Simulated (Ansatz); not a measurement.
# Structures of Ni$_{7}$Ge$_{4}$: which is lowest?

Plane-wave DFT in Ansatz with scalar-relativistic PAW potentials, cutoff 420 eV, Γ-centred meshes chosen by cell and gap, Gaussian smearing with energies taken to zero width. Every cell was relaxed (cell and atoms) in a run of its own, within the symmetry of its start. Functional: PBEsol.

Relaxed structures (starts from databases or built by putting these elements on another compound's sites):
A. Imm2, 11 atoms in the computed cell, a = 3.908 Å, b = 9.905 Å, c = 6.780 Å; sites (symmetry × multiplicity) Ni m.. × 4 + m.. × 4 + m.. × 4 + mm2 × 2, Ge m.. × 4 + mm2 × 2 + mm2 × 2; start: database
B. P-6m2, 11 atoms in the computed cell, a = 3.930 Å, c = 9.877 Å; sites (symmetry × multiplicity) Ni -6m2 × 1 + 3m. × 2 + 3m. × 2 + 3m. × 2, Ge -6m2 × 1 + -6m2 × 1 + 3m. × 2; start: database

Question: Rank them by energy. Could pressure change the order?

Answer:
| structure | group | E − E(lowest) (meV/atom) | V (Å³/atom) | gap on mesh (eV) |
| --- | --- | --- | --- | --- |
| A | Imm2 | 0.0 | 11.93 | 0.00 |
| B | P-6m2 | 20.7 | 12.01 | 0.00 |

A is lowest, 21 meV/atom under B. The lowest is also the densest of these, so pressure wouldn't bring one of the others in at first order. Other structures may lie lower than all of these, and vibrations aren't counted.

Spin polarisation was left out, and a magnetic state may lie lower.